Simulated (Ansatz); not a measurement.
A trial structure of CrPdC4N4 was built thus: two interpenetrating cyanide-bridged diamond nets (P-43m, No. 215). The dimensions are guesses.

```cif
data_structure
_symmetry_space_group_name_H-M 'P-43m'
_symmetry_Int_Tables_number 215
_cell_length_a 5.9329
_cell_length_b 5.9329
_cell_length_c 5.9329
_cell_angle_alpha 90.000
_cell_angle_beta 90.000
_cell_angle_gamma 90.000
_cell_volume 208.83
loop_
_atom_site_label
_atom_site_type_symbol
_atom_site_symmetry_multiplicity
_atom_site_Wyckoff_symbol
_atom_site_fract_x
_atom_site_fract_y
_atom_site_fract_z
_atom_site_occupancy
Cr1 Cr 1 b 0.50000 0.50000 0.50000 1
Pd1 Pd 1 a 0.00000 0.00000 0.00000 1
C1 C 4 e 0.18859 0.18859 0.18859 1
N1 N 4 e 0.30245 0.30245 0.30245 1
```

Level of theory: DFT PBE, scalar-relativistic, plane waves, PAW in Ansatz 0.2.0. Cutoff 420 eV, Gaussian smearing, Γ-centred meshes. Cell and atoms relax first on a coarse mesh and then on a converged one. In between, the cell is made exact in the group found at 0.06 Å. The steps can't lower the symmetry of their start. Collinear spin, starting moments Cr 3.0 μB.

A guess keeps its type if space group and coordination stay and the shape of the cell changes little (axis ratios within about 15 %, angles within 6°); the volume may change.

Question: Will the relaxed cell still be of the starting type?

Answer: It keeps its type. The symmetry stays P-43m (No. 215). The volume per atom shrinks by 6.1 %, from 20.9 to 19.6 Å³. The shortest distance goes from 1.17 Å (C–N) to 1.19 Å (C–N). Counting neighbours within 15 % of an atom's shortest distance, the start has C 1, Cr 4, N 1, Pd 4 and the end C 1, Cr 4, N 1, Pd 4.

Energies over the elements count from the elements' standard structures at the same level (N₂ as a molecule), with no fitted energy shifts.

Question: At what energy does it end?

Answer: +0.500 eV/atom. It can't be a ground state, since the elements alone are lower.

The last run used collinear spin, a 6×6×6 mesh for its 10-atom cell and Gaussian smearing of 0.02 eV. The reference form of C is held partly by dispersion forces, which this level lacks. The magnetic state reached may not be the lowest. Symmetry constrained the relaxation, so the result can be a saddle point.
